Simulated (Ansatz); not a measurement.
TiAu4:
```xyz
5
Lattice="-3.2325 3.2325 1.9766 3.2325 -3.2325 1.9766 3.2325 3.2325 -1.9766" Properties=species:S:1:pos:R:3 pbc="T T T"
Ti     0.0000     0.0000     0.0000
Au     3.9135     1.3313     0.0000
Au    -0.6810     1.9012     1.9766
Au     1.3313     2.5515     0.0000
Au     1.9012     0.6810     1.9766
```

Relaxed with PBEsol.

### Question
Which orbitals make up the states near the Fermi level in plane-wave PAW PBEsol (Ansatz code)?

### Answer
Within 0.5 eV of the Fermi level: Ti 3d 73 %, Au 5d 14 %, outside the projected shells 6 %. Projections are on Löwdin-orthogonalised atomic valence shells; empty p or d shells of many metals are not among them.

### Question
Tabulate the density of states.

### Answer
States/eV per cell of 5 atoms, in 0.25 eV bins, energy from the Fermi level.

```
E (eV)  total  Au 5d  Ti 3d  Au 6s
------  -----  -----  -----  -----
-7.85    2.45   1.11   0.08   1.11
-7.60    4.62   2.72   0.15   1.57
-7.35    5.36   3.99   0.18   1.00
-7.10    8.70   7.23   0.30   0.94
-6.85   10.45   8.98   0.31   0.82
-6.60    8.66   7.77   0.24   0.44
-6.35    7.45   6.77   0.20   0.31
-6.10    8.41   7.78   0.20   0.24
-5.85    8.92   8.29   0.20   0.24
-5.60    7.75   7.20   0.15   0.23
-5.35   10.50   9.76   0.19   0.31
-5.10   10.15   9.31   0.20   0.34
-4.85    8.94   8.13   0.24   0.32
-4.60    8.96   8.15   0.29   0.31
-4.35    8.33   7.44   0.34   0.34
-4.10    8.57   7.86   0.24   0.27
-3.85   11.03  10.13   0.33   0.33
-3.60    6.67   6.02   0.27   0.21
-3.35    6.87   6.27   0.24   0.19
-3.10    4.94   4.55   0.11   0.16
-2.85    6.08   5.56   0.14   0.26
-2.60    2.83   2.14   0.17   0.38
-2.35    3.01   1.80   0.31   0.72
-2.10    2.93   1.36   0.56   0.76
-1.85    2.31   0.78   0.70   0.56
-1.60    2.08   0.53   0.75   0.42
-1.35    2.40   0.44   0.95   0.33
-1.10    2.00   0.35   0.92   0.26
-0.85    1.62   0.29   0.82   0.20
-0.60    1.24   0.22   0.69   0.13
-0.35    1.06   0.19   0.62   0.08
-0.10    1.10   0.18   0.66   0.08
0.15     6.43   0.89   4.68   0.34
0.40     6.12   0.78   4.74   0.19
0.65     7.85   0.92   6.10   0.28
0.90     5.70   0.66   4.01   0.44
1.15     3.93   0.40   2.16   0.66
1.40     3.15   0.31   1.33   0.76
1.65     2.19   0.20   0.80   0.58
1.90     1.71   0.14   0.53   0.48
2.15     1.37   0.10   0.37   0.39
2.40     1.04   0.07   0.27   0.30
2.65     1.08   0.06   0.23   0.34
2.90     1.34   0.07   0.26   0.45
3.15     1.84   0.08   0.38   0.67
3.40     1.78   0.08   0.32   0.74
3.65     1.53   0.07   0.22   0.61
3.90     1.96   0.08   0.25   0.69
4.15     1.88   0.07   0.19   0.59
4.40     1.67   0.06   0.15   0.48
4.65     1.69   0.05   0.12   0.40
```

Space group I4/m. The first step of the workflow began from a Materials Project structure, measured or hypothetical; the Crystallography Open Database copy checked does not list it. With Ti and Au taken as one species the cell has the higher symmetry Fm-3m, so it may be an ordered model of a mixed-site phase. Its standing as an ambient phase is unchecked. The PBEsol relaxation kept the symmetry of its start; its stability against distortions is not shown here. No spin polarisation was allowed. Scalar-relativistic: spin–orbit coupling is off unless named, which matters more the heavier the elements.

Potentials: the later of the program's two PAW sets.
